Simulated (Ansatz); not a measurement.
The end point of a relaxation of GaAs. Space group P6₃mc (No. 186), AFLOW prototype AB_hP12_186_a2b_a2b (B6, as in SiC). Computed with PBEsol (plane waves to 420 eV, PAW, scalar-relativistic; Ansatz, an electronic-structure program).

```cif
data_As6Ga6
_chemical_formula_sum 'Ga6 As6'
_space_group_name_H-M_alt 'P 1'
_space_group_IT_number 1
_cell_length_a 3.99700
_cell_length_b 3.99700
_cell_length_c 19.63627
_cell_angle_alpha 90.000
_cell_angle_beta 90.000
_cell_angle_gamma 120.000
loop_
_space_group_symop_operation_xyz
  'x, y, z'
loop_
_atom_site_label
_atom_site_type_symbol
_atom_site_fract_x
_atom_site_fract_y
_atom_site_fract_z
_atom_site_occupancy
Ga1 Ga 0.00000 0.00000 0.99992 1
Ga2 Ga 0.00000 0.00000 0.49992 1
Ga3 Ga 0.66667 0.33333 0.83277 1
Ga4 Ga 0.33333 0.66667 0.33277 1
Ga5 Ga 0.66667 0.33333 0.16651 1
Ga6 Ga 0.33333 0.66667 0.66651 1
As1 As 0.00000 0.00000 0.87451 1
As2 As 0.00000 0.00000 0.37451 1
As3 As 0.66667 0.33333 0.70814 1
As4 As 0.33333 0.66667 0.20814 1
As5 As 0.66667 0.33333 0.04185 1
As6 As 0.33333 0.66667 0.54185 1
```

```yaml
volume_per_atom: 22.64 Å³
band_gap: 0.43 eV, direct at Γ (no spin-orbit coupling)
shortest_distances: As–Ga 2.45 Å
k-mesh: 8×8×2
```

Band energies at high-symmetry points (eV from the VBM; labels of this space group; no spin-orbit coupling), from −5 eV up to 4.1 eV:

```json
[
 {"point": "Γ", "energies": "-2.80 -2.78 -1.18 -1.18 -0.97 -0.97 -0.94 -0.94 -0.41 -0.41 -0.36 -0.36 -0.06 0.00 0.00 0.43 0.82 1.00 1.18 1.52 1.73 3.60 3.60 3.73 3.98 3.98"},
 {"point": "M", "energies": "-3.63 -3.38 -2.71 -2.69 -2.68 -2.42 -2.40 -2.14 -1.67 -1.67 -1.55 -1.17 1.17 1.25 1.50 1.75 1.77 2.09 2.10 2.82 3.64"},
 {"point": "K", "energies": "-4.22 -4.22 -4.04 -3.73 -3.43 -3.43 -2.69 -2.69 -2.50 -1.99 -1.93 -1.93 2.09 2.13 2.13 3.47 3.70 3.70 3.94 3.94"},
 {"point": "A", "energies": "-4.21 -4.21 -1.30 -1.30 -1.13 -1.13 -1.13 -1.13 -0.69 -0.69 -0.69 -0.69 -0.11 -0.11 -0.11 -0.11 0.88 0.88 1.29 1.29 1.44 1.44 3.75 3.75 3.75 3.75 3.81 3.81"},
 {"point": "L", "energies": "-3.42 -3.42 -2.89 -2.89 -2.63 -2.63 -2.07 -2.07 -1.70 -1.70 -1.32 -1.32 1.08 1.08 1.50 1.50 2.05 2.05 2.65 2.65 3.92 3.92"},
 {"point": "H", "energies": "-4.20 -4.20 -3.90 -3.90 -3.51 -3.51 -2.53 -2.53 -2.23 -2.23 -2.04 -2.04 2.53 2.53 2.58 2.58 2.74 2.74"}
]
```

No spin polarisation in the result.

The run could not lose the symmetry of its start.

The first start was generated by placing the elements on the sites of a structure type. Materials Project lists a structure of GaAs in the same space group, P6₃mc (No. 186); the sites were not compared with it, nor with measured phases. Known forms of GaAs include space group No. 216.
